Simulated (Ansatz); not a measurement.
AlV₂C:
```xyz
8
Lattice="2.8789 0.0000 0.0000 -1.4395 2.4932 0.0000 0.0000 0.0000 13.0219" Properties=species:S:1:pos:R:3 pbc="T T T"
Al     0.0000     1.6622     3.2555
Al     1.4395     0.8311     9.7664
V      0.0000     1.6622     7.6194
V      1.4395     0.8311     5.4025
V      1.4395     0.8311     1.1084
V      0.0000     1.6622    11.9135
C      0.0000     0.0000     0.0000
C      0.0000     0.0000     6.5110
```

Relaxed with PBEsol. Special points in fractions of this cell's reciprocal vectors: Γ (0.000, 0.000, 0.000); M (0.500, 0.000, 0.000); K (0.333, 0.333, 0.000); A (0.000, 0.000, 0.500); L (0.500, 0.000, 0.500); H (0.333, 0.333, 0.500).

Problem. List the band energies nearest the Fermi level at these points for the program Ansatz at the PBEsol level (PAW).

Solution. In eV from the Fermi level; about four levels below and three above (degenerate sets whole), none deeper than 8.9 eV; points with the same levels are listed once.

| k | below | above |
|---|---|---|
| Γ | -0.30 -0.30 -0.29 -0.29 | 0.60 0.60 0.64 0.64 |
| M | -2.59 -2.53 -1.55 -1.52 | 0.73 1.09 1.13 |
| K | -1.71 -1.71 -1.31 -0.26 | 1.12 1.12 1.31 1.31 |
| A | -0.30 -0.30 -0.30 -0.30 | 0.62 0.62 0.62 0.62 |
| L | -2.54 -2.54 -1.53 -1.53 | 0.95 0.95 1.17 1.17 |
| H | -1.60 -1.60 -0.76 -0.76 | 1.01 1.01 1.47 1.47 |

Space group P6_3/mmc. The PBEsol relaxation kept the symmetry of its start. No spin polarisation was allowed.

Potentials: the earlier of the program's two PAW sets. The files were generated under PBE; for other functionals the program regenerates the frozen cores, and for LDA and PBEsol the local potential too.
